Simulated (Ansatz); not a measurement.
## GaSb: computed property card

GaSb:
Space group Fm-3m (No. 225); a = b = c = 5.696 Å, α = β = γ = 90.00°

| atom | site | symmetry | x | y | z |
|---|---|---|---|---|---|
| Sb | 4a | m-3m | 0.0000 | 0.0000 | 0.0000 |
| Ga | 4b | m-3m | 0.5000 | 0.5000 | 0.5000 |
(The calculation used a cell of 2 atoms; values per cell refer to that cell.)

Space group Fm-3m (No. 225), rock salt; conventional cell a = 5.696 Å, b = 5.696 Å, c = 5.696 Å, α = 90.00°, β = 90.00°, γ = 90.00°.

Method: the program Ansatz at the PBEsol level (PAW). Geometry: relaxed at this level of theory. Other levels are named where they apply.

Cell and energy:

```yaml
volume_per_atom: 23.10 Å³
density: 6.88 g/cm³
Formation energy from the elements (no fitted shifts): 0.027 eV/atom
```

Electronic structure:

```yaml
electronic_character: metallic (no gap)
Density of states at the Fermi level: 0.52 states/eV per atom (mean over ±0.08 eV)
Gap with spin–orbit coupling: none (metallic)
```

Mechanics:

```yaml
Bulk modulus (Birch–Murnaghan fit): 64.6 GPa
Pressure derivative B′: 4.9
Elastic constants (relaxed ions, GPa): C11 = 134, C12 = 30.3, C44 = 7.5
mechanical_stability: stable (all eigenvalues of C positive)
hill_bulk_and_shear_moduli: 64.8 and 18.3 GPa
Young's modulus: 50.1 GPa
Poisson's ratio: 0.37
debye_temperature_from_the_elastic_constants: 192 K
```

Phonons:

```yaml
highest_zone_centre_frequency: 15.0 meV
zone_centre_stability: no imaginary mode at Γ
```

The start of the workflow was typed in or built on a structure type; neither database checked (COD, Materials Project) lists it. It is not the phase usual at ambient conditions (space group No. 216). The cell was relaxed with PBEsol under the symmetry of its start. As this level gives no gap, shear constants depend on the k-mesh and smearing (Fermi–Dirac, 0.1 eV here). As this level gives no gap, phonon frequencies hold no LO–TO term and depend on the k-mesh and smearing (Fermi–Dirac, 0.1 eV here). The references are the lowest solids computed at this level, not always the standard phases. Spin–orbit coupling is left out wherever it is not named.

Potentials: the earlier of the program's two PAW sets. The files were generated under PBE; for other functionals the program regenerates the frozen cores, and for LDA and PBEsol the local potential too.
